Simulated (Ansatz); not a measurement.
Relaxed LiF (rock salt):

```
LiF
1.0
    0.00000     2.00386     2.00386
    2.00386     0.00000     2.00386
    2.00386     2.00386     0.00000
F Li
1 1
Direct
  0.00000   0.00000   0.00000
  0.50000   0.50000   0.50000
```

In each cell atom 1 (F, nearest neighbour Li at 2.004 Å; its periodic images, 2.8 Å or more away, move with it) moves by s·(0.707, 0.707, 0.000) (along Cartesian [110]), the rest being held.

The numbers are results of PBEsol (plane waves to 420 eV, PAW, scalar-relativistic; Ansatz, a first-principles code), not measurements. k mesh 11×11×11 (Γ-centred), Fermi-Dirac smearing 0.05 eV. The energy includes the smearing's −TS. LiF was relaxed with its symmetry unable to fall. ΔE is measured from the undisplaced structure.

```json
[
 {"s (Å)": "-0.200", "ΔE (meV/cell)": "35.3"},
 {"s (Å)": "-0.160", "ΔE (meV/cell)": "withheld"},
 {"s (Å)": "-0.120", "ΔE (meV/cell)": "12.3"},
 {"s (Å)": "-0.080", "ΔE (meV/cell)": "5.4"},
 {"s (Å)": "-0.040", "ΔE (meV/cell)": "1.3"},
 {"s (Å)": "0.000", "ΔE (meV/cell)": "0.0"},
 {"s (Å)": "0.040", "ΔE (meV/cell)": "1.3"},
 {"s (Å)": "0.080", "ΔE (meV/cell)": "5.4"},
 {"s (Å)": "0.120", "ΔE (meV/cell)": "12.3"},
 {"s (Å)": "0.160", "ΔE (meV/cell)": "withheld"},
 {"s (Å)": "0.200", "ΔE (meV/cell)": "35.3"}
]
```

Task: Fit an even polynomial form (powers 2, 4) to the given rows and predict ΔE at s = 0.160.

Result: Least squares on the 9 given rows: ΔE = (837.2)·s² + (1134)·s⁴, in meV/cell with s in Å; root-mean-square residual 0.02 meV/cell. At 0.160 the fit gives 22.2 meV/cell; the calculation gives 22.2 meV/cell, the same to the digits shown. The quadratic term alone would give 21.4 meV/cell.

(For displaced atoms, the force is minus the slope of the energy, and its curvature is a force constant, which sets phonon frequencies.)
